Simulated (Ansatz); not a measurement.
input.yaml (Ansatz)

```yaml
crystal:
  lattice:
    - [-3.9313605, 3.9305800187, 2.1165753596]
    - [3.9305800187, -3.9313605, 2.1165753596]
    - [3.9332622787, 3.9332622787, -2.1180048127]
  atoms:
    - { symbol: Ba, position: [0.9999757319, 2.42681e-05, 0.0] }
    - { symbol: Ba, position: [0.7500242681, 0.2499757319, 0.5] }
hamiltonian:
  xc: blyp
  pseudopotentials:
    kind: paw
    azcp:
      Ba: "pseudopotentials/Ba.paw.azcp"
basis:
  ecutwfc: 420
  fft_grid_basis: typed
kpoints:
  mp_grid: { grid: [14, 14, 9], shift: [0, 0, 0] }
magnetization:
  spin_polarized: false
scf:
  occupations: { method: fermi_dirac, width: 0.1 }
output:
  write_density: true
  write_potential: true
  elf: true
  volumetric_format: npy
```

and its output:

```
Engine: ansatz 0.2.0, aarch64-unknown-linux-gnu
Pseudopotentials: kind: paw
Pseudopotential: Ba, paw, valence charge 10, recommended cutoff 420 eV (normal) 
Functional definition: BLYP
  parameter beta = 0.0042
  parameter a = 0.04918
  parameter b = 0.132
  parameter c = 0.2533
  parameter d = 0.349
  exchange = b88_x(beta = beta)
  correlation = lyp_c(a = a, b = b, c = c, d = d)
Crystal: 2 atoms, lattice volume = 130.889 Å³
Basis set: ecut = 420 eV, 2523 PW (Γ), exchange–correlation on 80×80×80 points (8 copies of the dense FFT grid, shifted against one another)
Bands: 14, of which v1, the nominal top of the filled ones, is band 10 counted from 1 (9 counted from 0)
Symmetry: 4 space group operations
Space group: C2/c (ITA 15), of the structure as read, at distance tolerance 5.1e-5 Å
k-points: 477 of 1764
Non-local potential: Ba, projectors of the file, l = 0: 3, l = 1: 2, l = 2: 2, l = 3: 2
PAW form: soft (Blöchl's): semilocal exchange-correlation on the pseudo side does not see the compensation charge
PAW frozen core: Ba, regenerated for the run's functional, and the local potential with it (the file was generated under x = pbe(κ = 0.804, μ = 0.2195149727645171), c = pbe(β = 0.06672455060314922))
PAW one-centre angular grid: Ba, 194 points (default); XC on 64 Gauss nodes
Initial density: superposition of atomic densities (neutral atoms: chi_scale 0, normalization atom), corrected by the library's trained network
Initial wavefunctions: pseudopotential atomic-orbital guess
Functional: x = b88, c = lyp
SCF iter   1: F=—  HF=-11936.276402 eV  |F-HF|=—  |Δ(HF+E_count)|=         —  Δρ=1.88e-3  dr2=7.82e-3  ethr=1.77e-3  ⟨swp⟩=6.5  Hψ=44759  notcnv=0
SCF iter   2: F=—  HF=-11936.276495 eV  |F-HF|=—  |Δ(HF+E_count)|=   9.21e-5  Δρ=1.21e-3  dr2=3.74e-3  ethr=3.91e-5  ⟨swp⟩=2.3  Hψ=14491  notcnv=0
SCF iter   3: F=—  HF=-11936.277172 eV  |F-HF|=—  |Δ(HF+E_count)|=   6.78e-4  Δρ=3.19e-4  dr2=2.67e-4  ethr=1.87e-5  ⟨swp⟩=3.0  Hψ=11417  notcnv=0
SCF iter   4: F=—  HF=-11936.277271 eV  |F-HF|=—  |Δ(HF+E_count)|=   9.82e-5  Δρ=1.08e-4  dr2=1.96e-5  ethr=1.34e-6  ⟨swp⟩=3.0  Hψ=11893  notcnv=0
SCF iter   5: F=—  HF=-11936.277291 eV  |F-HF|=—  |Δ(HF+E_count)|=   2.00e-5  Δρ=1.93e-5  dr2=5.63e-7  ethr=9.79e-8  ⟨swp⟩=3.0  Hψ=12680  notcnv=0
SCF iter   6: F=-11936.277293 eV  HF=-11936.277292 eV  |F-HF|=1.34e-7  |Δ(HF+E_count)|=   1.78e-6  Δρ=6.06e-6  dr2=7.59e-8  ethr=5.00e-10  ⟨swp⟩=5.2  Hψ=32149  notcnv=0
SCF 1 converged in 6 iterations: F = -11936.277293 eV  dr2 = 7.59e-8
SCF converged after 6 iterations
Free energy (F): -11936.277293 eV
Harris-Foulkes:  -11936.277292 eV  (|F-HF|=1.34e-7)
Internal energy: -11936.183801 eV  (E = F + TS)
E sigma→0 (E₀):  -11936.230547 eV
Entropy (-TS):   -0.093492 eV (-46.746 meV/atom)
Fermi energy:    5.949873 eV
--- Per-component energies (eV) ---
  E_band       = -172.082767
  E_kinetic    = 332.645533
  E_local      = -793.571785  (includes V_loc(G=0)·N_el)
  E_nonlocal   = 115.147541
  E_hartree    = 253.127735
  E_xc         = -327.407946
  E_vxc        = -260.012619  (∫ρ·V_xc dr)
  E_paw        = -10494.992675  (= ΣΔE_a)
  E_vpaw       = -72.549069  (= ΣTr[D̂ρ^β])
  E_aug_tail   = -0.000004  (compensation charges beyond the density's cutoff)
  E_ewald      = -1021.293027
  E_core_change = 0.160828  (= ΣΔE_core)
  E_smearing   = -0.093492  (= −TS)
  E_closure    = -0.000000  (closes the sum)
  Σ components = -11936.277293   (vs F -11936.277293, Δ=0.00e0)
--- Band table (eV; the first three rows and the last of 477) ---
  k-point 0: bands = ["-23.2604", "-23.1753", "-8.6042", "-8.6037", "-8.1775", "-8.1715", "-8.1490", "-8.1489", "3.4083", "5.2389", "6.2507", "6.3608", "6.9094", "8.6246"]
  k-point 1: bands = ["-23.2578", "-23.1779", "-8.5932", "-8.5923", "-8.1997", "-8.1701", "-8.1658", "-8.1410", "3.5003", "5.3021", "6.2053", "6.4072", "6.8636", "8.6740"]
  k-point 2: bands = ["-23.2504", "-23.1852", "-8.5608", "-8.5595", "-8.2459", "-8.2132", "-8.1659", "-8.1359", "3.7662", "5.4422", "6.1232", "6.5475", "6.7640", "8.5792"]
  k-point 476: bands = ["-23.2173", "-23.2173", "-8.6810", "-8.6810", "-8.1782", "-8.1782", "-8.0982", "-8.0982", "5.1471", "5.1472", "6.7925", "6.7927", "6.9495", "6.9497"]
```

Launched by

```sh
ansatz run input.yaml --threads 2 --pin off --max-ram 5120MiB --backend cpu --events-out ev --progress --plain --runs-dir out
```

On 2 threads of Arm Neoverse N1 (shared host) this took about 53 s of wall time and 110 s of CPU time.
